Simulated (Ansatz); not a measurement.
**Rb₂La (P6/mmm)**

Computed with DFT PBE, scalar-relativistic, plane waves, PAW (Ansatz).

Plane waves to 420 eV, a k mesh through Γ of 6×6×4 on the computed 6-atom cell and Gaussian smearing (0.10 eV); no spin polarisation.

The structure is relaxed at this level of theory with its symmetry kept, and needn't be the ground state of this composition.

```cif
data_structure
_symmetry_space_group_name_H-M 'P 1'
_symmetry_Int_Tables_number 1
_cell_length_a 6.9077
_cell_length_b 6.9077
_cell_length_c 8.9438
_cell_angle_alpha 90.000
_cell_angle_beta 90.000
_cell_angle_gamma 120.000
_cell_volume 369.59
loop_
_atom_site_label
_atom_site_type_symbol
_atom_site_fract_x
_atom_site_fract_y
_atom_site_fract_z
_atom_site_occupancy
Rb1 Rb 0.00000 0.00000 0.77448 1
Rb2 Rb 0.00000 0.00000 0.22552 1
Rb3 Rb 0.33333 0.66667 0.50000 1
Rb4 Rb 0.66667 0.33333 0.50000 1
La1 La 0.33333 0.66667 0.00000 1
La2 La 0.66667 0.33333 0.00000 1
```

| Property | Result |
| --- | --- |
| Space group | P6/mmm (No. 191) |
| Volume per atom | 61.60 Å³ |
| Formation energy from the elements' standard states (uncorrected) | +0.520 eV/atom |
| Kohn–Sham band gap | none (metal) |
| Density of states at the Fermi level | 24.6 states/eV per cell |
| Orbital (Löwdin) character within 0.5 eV of the Fermi level | La 5d 58 %, La 4f 16 %, Rb 5s 14 %, unprojected 6 % |
| Bader charge by site (e) | Rb (2 in the cell) 0.37, Rb (2 in the cell) 0.27, La (2 in the cell) -0.64 |

Spin-orbit coupling is left out, which matters for the bands of heavy elements. Spin polarisation was left out, and a magnetic state may lie lower.

The cell was found from a structure generator's guess, not taken from experiment. Löwdin shares on free-atom orbitals overweight diffuse shells.
